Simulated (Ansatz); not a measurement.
A geometry of Bi$_{2}$Se$_{3}$ away from equilibrium: step 5 of the relaxation of a relaxed Bi2Se3 cell, doubled along one cell vector, shaken by Gaussian noise of σ = 0.08 Å a coordinate. Computed with r2SCAN (plane waves to 500 eV, PAW, scalar-relativistic; Ansatz, a first-principles code). Γ-centred k-mesh 4×2×4 on the run's cell (coarser than for final values), Fermi–Dirac smearing 0.05 eV. The plane waves were selected for a different cell earlier on the path.

```xyz
10
Lattice="3.6906 2.1400 3.7064 -7.3253 4.1821 7.4132 -0.0284 -4.2279 3.7046" Properties=species:S:1:pos:R:3 pbc="T T T"
Se    -2.1397     0.3568     5.5924
Se    -5.8661     2.1608     9.3618
Se     0.7368    -2.0895     5.6434
Se    -2.7501     0.1196     9.3102
Se     1.3623     1.6220     5.5727
Se    -2.4708     3.8516     9.3470
Bi    -0.0509    -0.0567     3.3779
Bi    -3.7073     2.1023     7.2487
Bi    -0.0045    -0.0182     7.2552
Bi    -3.7048     2.0609    10.9983
```

Give the Cartesian forces on all atoms (eV/Å).


```
atom     Fx     Fy     Fz
----  -----  -----  -----
Se1   -0.02   0.05   0.15
Se2   -0.18   0.11   0.05
Se3    0.08   0.05  -0.12
Se4   -0.23  -0.01   0.23
Se5    0.05   0.05   0.07
Se6    0.15   0.03   0.07
Bi7   -0.04  -0.16  -0.07
Bi8    0.15  -0.04  -0.39
Bi9   -0.11   0.00   0.00
Bi10   0.16  -0.08   0.01
```

The path ends in P1 (No. 1) at a tolerance of 0.01 Å, R3 (No. 146) at 0.1 Å. No spin polarisation in the result. Without a van der Waals term the distances between weakly bound units are poorly fixed.

The end of the path is a generated cell of Bi2Se3: the first start was made by placing the elements on the sites of a structure type, and the end was not matched to a known phase here, so it may be hypothetical. Known forms of Bi2Se3 include space group No. 166.
